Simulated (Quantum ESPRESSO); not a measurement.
## One change at a time to Ga2Ru2Sn3W

These are calculations, not measurements. They come from Quantum ESPRESSO 7.5, a public plane-wave density functional program. Each row is one single-point run on a made-up periodic cell of eight metal atoms, with elements, volume, strain and displacements drawn at random and not relaxed, so a cell may be unstable or far from any real phase. There is no spin polarisation or spin-orbit coupling.

Settings: PBE unless stated; PseudoDojo standard norm-conserving files; Fermi-Dirac width 0.25 eV, which means electrons at about 2900 K; cutoff 1143 eV; 5 x 5 x 5 k mesh shifted half a step off Gamma. E is the free energy of the whole cell (internal energy minus TS), so a -TS column is already part of it. Stress is positive in tension, and the pressure P is minus a third of its trace.

Checks: one run of this series was repeated at a higher cutoff and on a denser mesh, which moved values by no more than 0.003 eV, 0.04 GPa and 0.008 eV/Å, and a second program with other atomic files agreed on it to 2 % rms in force and 0.5 GPa in pressure. Known limits: the tin pseudopotential is less sure than most, with forces differing by about three percent from a second method on plain tin; heavy elements are run without spin-orbit coupling, which real alloys of them have; a spin test at this wide smearing found no moment, but such smearing suppresses magnetism that the real alloy may have.

The lattice is face-centred cubic, and the cell vectors in Å are (2.051, 4.101, 2.051); (0.000, 4.101, -4.101); (-4.101, 4.101, 0.000), a volume of 137.95 Å³ in run 1. The elements on sites 1 to 8 are Sn Ru Ga Sn W Sn Ga Ru. Each later run makes one change to run 1 and keeps the rest. E is counted from run 1, and is n/a where other atomic files have another zero of energy.

```
run                           change  V (Å³)  P (GPa)  -TS (eV)  rms force (eV/Å)  largest change of a force component (eV/Å)  E (eV)
  1                             none  137.95     7.94    -1.289             0.535                                       0.000   0.000
  2          sites 6 and 8 exchanged  137.95     7.29    -1.200             0.758                                       2.248  -0.324
  3    all lengths scaled by +1.72 %  145.19     0.66    -1.377             0.452                                       0.242  -0.187
  4              LDA in place of PBE  137.95    -1.81    -1.302             0.483                                       0.178     n/a
  5                     Al on site 6  137.95    -0.93    -1.291             0.441                                       0.668     n/a
  6  site 5 moved by -0.15 Å along x  137.95     8.04    -1.261             0.479                                       0.675       ?
```

## Worked estimate

Along the move dE = -F dx. The force on site 5 along x is -0.739 eV/Å in run 1 and -0.064 eV/Å in run 6, and the move is -0.15 Å, so the mean force times the move gives an estimate.

## Withheld value

Question: what E should run 6 give?

The estimate is -0.060 eV. The calculation gave -0.060 eV.
